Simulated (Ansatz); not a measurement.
PbF2:
```yaml
crystal:
  lattice:
    - [0.00000, 3.00034, 3.00034]
    - [3.00034, 0.00000, 3.00034]
    - [3.00034, 3.00034, 0.00000]
  atoms:
    - { symbol: Pb, position: [0.00000, 0.00000, 0.00000] }
    - { symbol: F, position: [0.25000, 0.25000, 0.25000] }
    - { symbol: F, position: [0.75000, 0.75000, 0.75000] }
```

x, y and z are the axes in which the lattice vectors are written.

Q: Give the high-frequency dielectric tensor and the Born effective charge tensors of the independent atoms from DFPT, PBE in the plane-wave PAW code Ansatz.

A: 
ε∞:
```
3.29  0.00  0.00
0.00  3.29  0.00
0.00  0.00  3.29
```
Z* of atom 1 (Pb), rows: field, columns: displacement, in e:
```
3.17  0.00  0.00
0.00  3.17  0.00
0.00  0.00  3.17
```
Z* of atom 2 (F), rows: field, columns: displacement, in e:
```
-1.58   0.00   0.00
 0.00  -1.58   0.00
 0.00   0.00  -1.58
```

Static charges for comparison (Bader): Pb1 +1.58, F2 -0.79 e. Born charges measure polarisation by displacement and can exceed these by far.

Space group Fm-3m (fluorite). Symmetry was held in the PBE relaxation; phonons on a q-mesh show no instability. Scalar-relativistic: spin–orbit coupling is off unless named, which matters more the heavier the elements.

Potentials: the later of the program's two PAW sets.
